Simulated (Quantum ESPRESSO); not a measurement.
# Where does B sit best among Al sites?

These are calculations, not measurements. They come from pw.x of Quantum ESPRESSO 7.5, a plane-wave density functional program, with PseudoDojo standard norm-conserving files (v0.5 for PBE, v0.4.1 for LDA and PBEsol). The cells are made up: elements, strain and atom displacements were drawn at random, and nothing was relaxed. There is no spin polarisation, spin-orbit coupling or dispersion term.

The cell has 8 sites of a zincblende or diamond lattice. Sites 1 to 4 hold X X X X; sites 5 to 8 hold P P P P. Cell vectors in Å: (5.464, 0.000, 0.000); (0.000, 5.464, 0.000); (0.000, 0.000, 5.464). Settings: PBE, cutoff 1034 eV, 4 x 4 x 4 k mesh shifted by half a step, Fermi-Dirac smearing of 0.025 eV.

In each run one of the sites marked X holds B and the others hold Al; cell and positions stay the same. E is the free energy of the cell.

| site of the guest | first shell | mean distance (Å) | E above the lowest (eV) | P (GPa) | force on the guest (eV/Å) |
| --- | --- | --- | --- | --- | --- |
| 1 | P4 | 2.495 | 1.176 | -1.37 | 0.464 |
| 2 | P4 | 2.333 | 0.346 | -3.75 | 0.766 |
| 3 | P4 | 2.380 | 0.900 | -2.55 | 0.589 |
| 4 | P4 | 2.284 | 0.000 | -4.57 | 0.962 |

A rerun of one of these cells at 1317 eV and k mesh 6 x 6 x 6 moved values by no more than 0.006 eV in the cell's energy, 0.02 GPa in stress and 0.002 eV/Å in force.

## Reading the table

Site 4 is lowest, by 0.346 eV, over three times the rerun's bound. A straight line of energy against the mean distance has a slope of 5.6 ± 1.4 eV/Å, so the guest costs less on the tighter sites. The positions are random and not relaxed, so the differences hold for this frozen cell and are not site preferences of a real crystal.